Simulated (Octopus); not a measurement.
Mg$_{2}$Ge (Fm-3m, No. 225):
```
CELL_PARAMETERS angstrom
      0.00000     3.18430     3.18430
      3.18430     0.00000     3.18430
      3.18430     3.18430     0.00000
ATOMIC_POSITIONS crystal
  Mg 0.75000 0.75000 0.75000
  Mg 0.25000 0.25000 0.25000
  Ge 0.00000 0.00000 0.00000
```
The cell is a database entry, not relaxed again.

All numbers are Octopus results at the level LDA (grid spacing about 0.24 Å, Γ-centred 6×6×6 k-mesh, Fermi-Dirac smearing of 0.03 eV, no spin polarisation; valence-only HGH without core correction for Mg Ge), not measurements. Spin-orbit coupling is left out.

Energies in eV against the valence band top; 8 electrons a cell outside the pseudopotentials' cores.

```tsv
k-point (reduced)	band 1	band 2	band 3	band 4	band 5	band 6	band 7
Γ (0.000, 0.000, 0.000)	-9.83	0.00	0.00	0.00	…	2.78	2.78
X (0.500, 0.000, 0.500)	-8.14	-4.57	-2.03	-2.03	0.13	0.48	7.92
U (0.625, 0.250, 0.625)	-8.16	-4.14	-3.55	-1.70	0.68	3.10	6.04
K (0.375, 0.375, 0.750)	-8.16	-4.14	-3.55	-1.70	0.68	3.10	6.04
L (0.500, 0.500, 0.500)	-8.60	-4.89	-0.75	-0.75	0.92	2.76	2.76
W (0.500, 0.250, 0.750)	-8.11	-3.72	-3.72	…	…	3.73	3.74
```

Question: Fill in the missing entries.

Answer: 
- W (0.500, 0.250, 0.750), band 5: 2.79
- W (0.500, 0.250, 0.750), band 4: -2.73
- Γ (0.000, 0.000, 0.000), band 5: 0.96
